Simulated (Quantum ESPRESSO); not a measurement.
## W2Mo2S7O (convergence and cost over cutoff and k mesh)

Computed values, not a measurement. The program is pw.x of Quantum ESPRESSO 7.5 (plane-wave density functional theory). The cell is made up: 12 atoms on a layered 2H lattice, with randomly drawn elements, strain and displacements, not relaxed. PseudoDojo standard norm-conserving files (v0.5 for PBE, v0.4.1 for LDA and PBEsol) set the functional; there is no spin polarisation, spin-orbit coupling or dispersion term, and the masses in the input are unused placeholders.

Input of the run in row 4:

```
&control calculation='scf', pseudo_dir='./dojo.nc.sr.pbe.v0_5.standard.upf', outdir='./o', disk_io='low', tprnfor=.true., tstress=.true. /
&system ibrav=0, nat=12, ntyp=4, nbnd=58, ecutwfc=84.00895049, nosym=.true., tot_charge=0,
 occupations='smearing', smearing='fd', degauss=0.0018374661
/
&electrons conv_thr=7.350e-09, electron_maxstep=60, /
ATOMIC_SPECIES
Mo 1.0 Mo.upf
O 1.0 O.upf
S 1.0 S.upf
W 1.0 W.upf
CELL_PARAMETERS angstrom
3.1664 0.0014 -0.0137
0.0025 5.4986 -0.0047
-0.0543 -0.0108 12.605
ATOMIC_POSITIONS angstrom
W -0.1028 1.8664 3.2029
W 1.5408 0.8903 9.496
Mo 1.5238 4.6249 3.1566
Mo -0.0503 3.5858 9.5033
S -0.0782 1.8199 7.8477
O -0.0127 1.7518 11.0259
S 1.5932 0.842 1.6
S 1.5975 0.9085 4.7131
S 1.5422 4.544 7.8746
S 1.5695 4.5611 11.0267
S 0.0886 3.6799 1.5132
S -0.0307 3.6809 4.7435
K_POINTS automatic
7 4 2 1 1 1
```

The same cell was run at these settings. Meshes are shifted by half a step, and differences are from the last row, which is itself not exact.

| cutoff (eV) | k mesh | k points solved | threshold (eV) | free energy less the last row's (eV) | pressure (GPa) | largest stress difference (GPa) | largest force difference (eV/Å) | iterations | wall time (s) | k-point pools | processor |
| --- | --- | --- | --- | --- | --- | --- | --- | --- | --- | --- | --- |
| 800 | 2 x 2 x 2 | 4 | 1e-04 | -0.852 | -8.06 | 4.09 | 0.479 | 17 | 34 | 4 | Intel Xeon, 2023 or later |
| 1143 | 1 x 1 x 1 | 1 | 1e-07 | -2.642 | -4.12 | 7.61 | 2.247 | 24 | 66 | 4 | Intel Xeon, 2023 or later |
| 709 | 7 x 4 x 2 | 28 | 1e-07 | 1.197 | -10.22 | 5.08 | 0.025 | 21 | 132 | 4 | Intel Xeon, 2023 or later |
| 1143 | 7 x 4 x 2 | 28 | 1e-07 | 0.003 | -5.16 | 0.01 | 0.002 | 21 | 276 | 4 | Intel Xeon, 2023 or later |
| 1437 | 9 x 6 x 4 | 108 | 1e-07 | 0.000 | -5.16 | 0.00 | 0.000 | 20 | 1355 | 4 | Intel Xeon, 2023 or later |

Each pool is one process. Wall times include start-up and a band step at six k points, which weighs most on the coarsest meshes. The runs were on shared virtual cores whose load varied, so times are rough.